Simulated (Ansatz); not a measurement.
SiW:
```
SiW
1.0
    1.54483    -4.44495     0.00000
    1.54483     4.44495     0.00000
    0.00000     0.00000     4.19295
Si W
2 2
Direct
  0.58554   0.41446   0.75000
  0.41446   0.58554   0.25000
  0.86137   0.13863   0.75000
  0.13863   0.86137   0.25000
```

Relaxed with PBE. Special points in fractions of this cell's reciprocal vectors: Γ (0.000, 0.000, 0.000); Y (-0.500, 0.500, 0.000); C0 (-0.280, 0.720, 0.000); Σ0 (0.280, 0.280, 0.000); Z (0.000, 0.000, 0.500); A0 (0.280, 0.280, 0.500); E0 (-0.280, 0.720, 0.500); T (-0.500, 0.500, 0.500); S (0.000, 0.500, 0.000); R (0.000, 0.500, 0.500).

List the band energies nearest the Fermi level at these points for the program Ansatz at the PBE level (PAW).

In eV from the Fermi level; about four levels below and three above (degenerate sets whole), none deeper than 8.9 eV; points with the same levels are listed once.

| k | below | above |
|---|---|---|
| Γ | -2.51 -2.19 -1.44 -0.14 | 0.34 0.54 1.02 |
| Y | -2.01 -1.28 -1.12 -0.52 | 1.52 1.63 2.67 |
| C0 | -3.04 -1.82 -1.38 -1.30 | 1.03 1.87 2.87 |
| Z | -1.98 -1.98 -1.12 -1.12 | 1.99 1.99 3.17 3.17 |
| A0 | -2.96 -2.96 -0.48 -0.48 | 1.47 1.47 3.34 3.34 |
| T | -1.43 -1.43 -0.84 -0.84 | 0.18 0.18 2.19 2.19 |
| S | -3.65 -2.37 -1.22 -0.21 | 1.19 2.85 3.18 |
| R | -2.85 -2.85 -0.48 -0.48 | 1.70 1.70 3.42 3.42 |

Space group Cmcm. The cell is a constructed one: a structure type filled with these elements; neither database checked (COD, Materials Project) lists it. Whether it is the stable phase at ambient conditions was not checked. The PBE relaxation kept the symmetry of its start; whether a distortion lowers the energy is not shown. No spin polarisation was allowed. Spin–orbit coupling is left out wherever it is not named.

Potentials: the later of the program's two PAW sets.
